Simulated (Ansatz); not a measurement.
This run works on a generated trial structure, not on a known crystal.

Input and command of a plane-wave DFT calculation in Ansatz:

```yaml
crystal:
  lattice:
    - [4.642617203, 0.0, 0.0]
    - [0.0, 4.642617203, 0.0]
    - [0.0, 0.0, 6.8888612414]
  atoms:
    - { symbol: Ca, position: [0.5, 0.0, 0.384318094] }
    - { symbol: Ca, position: [0.0, 0.5, 0.384318094] }
    - { symbol: Ca, position: [0.5, 0.5, 0.8152227576] }
    - { symbol: Tl, position: [0.0, 0.0, 0.0255592075] }
    - { symbol: Rh, position: [0.0, 0.0, 0.6369784968] }
basis:
  ecutwfc: 420
kpoints:
  mp_grid: { grid: [8, 8, 6] }
hamiltonian:
  xc: pbe
scf:
  occupations: { method: gaussian, width: 0.1 }
output:
  forces: true
  stress: true
  eigenvalues: true
  write_density: true
  write_potential: true
  elf: true
  volumetric_format: npy
relax:
  adjacent_minimum: "off"
  f_tol: 0.01
  max_steps: 80
  cell: { stress_tol: 0.05 }
```

```bash
ansatz run input.yaml --threads 1 --pin off --max-ram 2560MiB --backend cpu --events-out ev --progress --plain --runs-dir out
```

Processor: Intel(R) Xeon(R) Processor @ 2.70GHz, 1 thread, on a host shared with other jobs.

Task: Estimate time, memory and problem size.

Result: About 5.7 min, peak memory 0.57 GiB. It solves 36 bands at 60 k points (after reduction by symmetry) with about 2953 plane waves (on the last cell), in 52 SCF iterations over 7 ionic steps.
